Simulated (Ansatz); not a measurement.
K₂ZnI₄:
```cif
data_I8K4Zn2
_chemical_formula_sum 'K4 Zn2 I8'
_space_group_name_H-M_alt 'P21/m'
_space_group_IT_number 11
_space_group_name_Hall '-P 2yb'
_cell_length_a 7.86548
_cell_length_b 8.16923
_cell_length_c 9.63411
_cell_angle_alpha 90.000
_cell_angle_beta 108.070
_cell_angle_gamma 90.000
loop_
_space_group_symop_operation_xyz
  'x, y, z'
  '-x, -y, -z'
  '-x, y+1/2, -z'
  'x, -y+1/2, z'
loop_
_atom_site_label
_atom_site_type_symbol
_atom_site_symmetry_multiplicity
_atom_site_Wyckoff_symbol
_atom_site_fract_x
_atom_site_fract_y
_atom_site_fract_z
_atom_site_occupancy
K1 K 2 e 0.21972 0.25000 0.55361 1
K2 K 2 e 0.25664 0.25000 0.06568 1
Zn1 Zn 2 e 0.22234 0.75000 0.30119 1
I1 I 2 e 0.59427 0.25000 0.42176 1
I2 I 4 f 0.00282 0.00122 0.24221 1
I3 I 2 e 0.41635 0.75000 0.12452 1
```

Relaxed with r²SCAN.

### Question
Tabulate the valence density and the electron localisation function along the shortest K–I contact (3.51 Å), plane-wave PAW r²SCAN (Ansatz code).

### Answer


```csv
distance from K (Å),density (e/Å³),ELF
0.35,3.98,0.78
0.53,3.02,0.86
0.70,1.74,0.88
0.88,0.80,0.82
1.05,0.33,0.61
1.23,0.14,0.17
1.40,0.07,0.04
1.58,0.07,0.05
1.75,0.09,0.29
1.93,0.14,0.68
2.10,0.23,0.80
2.28,0.38,0.79
2.46,0.61,0.71
2.63,0.94,0.64
2.81,1.93,0.54
2.98,6.10,0.34
3.16,12.53,0.17
```

The density is the valence pseudo-density with augmentation charge, so density and ELF within about 1 Å of a nucleus are not all-electron values.

Space group P2_1/m. The first step of the workflow began from a Materials Project structure, measured or hypothetical; the Crystallography Open Database copy checked does not list it. Its standing as an ambient phase is unchecked. The cell was relaxed with r²SCAN under the symmetry of its start; its stability against distortions is not shown here. Scalar-relativistic: spin–orbit coupling is off unless named, which matters more the heavier the elements.

Potentials: the later of the program's two PAW sets.
